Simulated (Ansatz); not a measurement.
Ca: energy along a strain

Ca, Im-3m, a = 4.480 Å (as given, not relaxed at this level: -1.5 GPa). This isn't the element's structure at ambient conditions. Ansatz: PBEsol, PAW, 420 eV, Γ-centred 16×16×16 mesh on 1 atom, Gaussian smearing 0.15 eV; no spin polarisation. Cell vectors (Å): -2.240 2.240 2.240; 2.240 -2.240 2.240; 2.240 2.240 -2.240. The cell is strained by x per cent times the pattern (1 1 0 0 0 0) in the order xx yy zz yz xz xy (engineering shears), with fractional coordinates held. y is the free energy over the start, V0 = 44.958 Å³/atom.

```tsv
x (%)	y (meV/atom)
-2.00	?
-1.50	-11.37
-1.00	-7.96
-0.50	-4.16
0.00	0.00
0.50	4.53
1.00	9.41
1.50	14.63
1.75	17.38
2.00	20.20
```

Fit y = c1 x + c2 x² + c3 x³ to the other rows, get the stiffness along the pattern, and predict the missing energy.

Least squares on the rows shown. y = 8.6941 x + 0.72552 x² − 0.011236 x³. The clamped-ion stiffness p·C·p = 2 × 7.255 eV × 160.2 / 44.958 Å³ = 52 GPa (second derivative at the start, which stands under stress). At x = -2.00 the fit asked for gives -14.40 meV/atom. The run gave -14.41 meV/atom, so the fit is 0.01 meV/atom too high, a small miss on the scale of the series.